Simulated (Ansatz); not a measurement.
**Calculated with Ansatz: Tl2FeH6, single run**

Launch command:

```bash
ansatz run input.yaml --threads 1 --pin off --max-ram 2560MiB --backend cpu --events-out ev --progress --plain --runs-dir out
```

Input:

```yaml
crystal:
  lattice:
    - [0.0, 3.511116, 3.511116]
    - [3.511116, 0.0, 3.511116]
    - [3.511116, 3.511116, 0.0]
  atoms:
    - { symbol: H, position: [0.758, 0.242, 0.242] }
    - { symbol: H, position: [0.242, 0.758, 0.242] }
    - { symbol: H, position: [0.242, 0.758, 0.758] }
    - { symbol: H, position: [0.758, 0.242, 0.758] }
    - { symbol: H, position: [0.242, 0.242, 0.758] }
    - { symbol: H, position: [0.758, 0.758, 0.242] }
    - { symbol: Fe, position: [0.0, 0.0, 0.0] }
    - { symbol: Tl, position: [0.25, 0.25, 0.25] }
    - { symbol: Tl, position: [0.75, 0.75, 0.75] }
  symmetry: { tolerance: 0.0003 }
kpoints:
  mp_grid: { grid: [5, 5, 5], shift: [0, 0, 0] }
magnetization:
  spin_polarized: false
scf:
  occupations: { method: fermi_dirac }
  mixing: { preconditioner: local_kerker }
hamiltonian:
  pseudopotentials: { kind: paw }
  xc: pbe
basis:
  ecutwfc: 420
output:
  forces: true
  stress: true
  eigenvalues: true
  write_density: true
  write_potential: true
  elf: true
  volumetric_format: npy
```

Origin of the cell: a known structure type with other elements, at an estimated volume, so it need not be a known compound.

The smearing width isn't typed, so it takes its default of 0.1 eV.

Output (shortened):

```
Pseudopotentials: kind: paw
Pseudopotential: H, paw, valence charge 1, recommended cutoff 420 eV (normal), H.paw.azcp
Pseudopotential: Fe, paw, valence charge 16, recommended cutoff 420 eV (normal), Fe.paw.azcp
Pseudopotential: Tl, paw, valence charge 13, recommended cutoff 420 eV (normal), Tl.paw.azcp
Functional definition: PBE
  exchange = pbe_x(kappa = kappa, mu = beta*pi^2/3)
  correlation = pbe_c(beta = beta)
Crystal: 9 atoms, lattice volume = 86.570 Å³
Basis set: ecut = 420 eV, 1687 PW (Γ), exchange–correlation on 72×72×72 points (8 copies of the dense FFT grid, shifted against one another)
Bands: 33, of which v1, the nominal top of the filled ones, is band 24 counted from 1 (23 counted from 0)
Symmetry: 48 space group operations
Space group: Fm-3m (ITA 225), of the structure as read, at distance tolerance 1.3e-3 Å
[… 7 lines left out …]
Initial density: superposition of atomic densities (neutral atoms: chi_scale 0, normalization atom), corrected by the library's trained network
Functional: x = pbe(κ = 0.804, μ = 0.219515), c = pbe(β = 0.066725)
SCF iter   1: F=—  HF=-27460.538178 eV  Δρ=1.36e-2  dr2=1.86e-1  defer=7
SCF iter   2: F=—  HF=-27460.610005 eV  Δρ=3.88e-2  dr2=1.29e0  defer=12  recentre
SCF iter   3: F=—  HF=-27460.528463 eV  Δρ=3.84e-3  dr2=1.69e-2  defer=12
SCF iter   4: F=—  HF=-27460.527180 eV  Δρ=7.97e-4  dr2=5.52e-4  defer=8
SCF iter   5: F=—  HF=-27460.527219 eV  Δρ=4.40e-4  dr2=2.03e-4  defer=8
SCF iter   6: F=—  HF=-27460.527216 eV  Δρ=1.30e-4  dr2=1.37e-5  defer=8
SCF iter   7: F=—  HF=-27460.527220 eV  Δρ=4.80e-5  dr2=1.69e-6  defer=8
SCF iter   8: F=-27460.527219 eV  HF=-27460.527219 eV  Δρ=1.99e-6  dr2=5.07e-9
SCF 1 converged in 8 iterations: F = -27460.527219 eV  dr2 = 5.07e-9
SCF converged after 8 iterations
Free energy (F): -27460.527219 eV
Harris-Foulkes:  -27460.527219 eV  (|F-HF|=1.54e-9)
Internal energy: -27460.413192 eV  (E = F + TS)
E sigma→0 (E₀):  -27460.470206 eV
Entropy (-TS):   -0.114028 eV (-12.670 meV/atom)
Fermi energy:    9.523658 eV
--- Per-component energies (eV) ---
  E_band       = -331.492429
  E_kinetic    = 1103.951625
  E_local      = -5066.323821  (includes V_loc(G=0)·N_el)
  E_nonlocal   = 856.833242
  E_hartree    = 2063.948823
  E_xc         = -632.869125
  E_vxc        = -505.762323  (∫ρ·V_xc dr)
  E_paw        = -21697.858706  (= ΣΔE_a)
  E_vpaw       = -848.087563  (= ΣTr[D̂ρ^β])
  E_aug_tail   = -0.004929  (compensation charges beyond the density's cutoff)
  E_ewald      = -4088.090300
  E_smearing   = -0.114028  (= −TS)
  Σ components = -27460.527219   (vs F -27460.527219, Δ=0.00e0)
--- Forces (eV/Å), atoms counted from 1 ---
  atom   1  H     -0.851209     0.000000    -0.000000
  atom   2  H      0.000000    -0.851209    -0.000000
  atom   3  H      0.851209    -0.000000     0.000000
  atom   4  H     -0.000000     0.851209    -0.000000
  atom   5  H      0.000000     0.000000    -0.851209
  atom   6  H      0.000000    -0.000000     0.851209
  atom   7  Fe    -0.000000     0.000000     0.000000
  atom   8  Tl     0.000000    -0.000000     0.000000
  atom   9  Tl     0.000000     0.000000    -0.000000
  max |Σ_I F_I| component: 5.60e-16 eV/Å
--- Stress (GPa, compression-positive) ---
        1.351644       0.000000       0.000000
        0.000000       1.351644      -0.000000
        0.000000       0.000000       1.351644
  P = ⅓ Tr σ = 1.3516 GPa (13.516 kbar)
```

Caveats: no spin polarisation, so a magnetic state may lie lower; no spin-orbit coupling, though heavy elements are present; the k mesh is coarse if the cell is a metal.

The run took 2.6 s on 1 thread of Intel(R) Xeon(R) Platinum 8259CL CPU @ 2.50GHz (Skylake/Cascade Lake), on a shared host, peak memory 0.39 GiB, from the program's own first density.
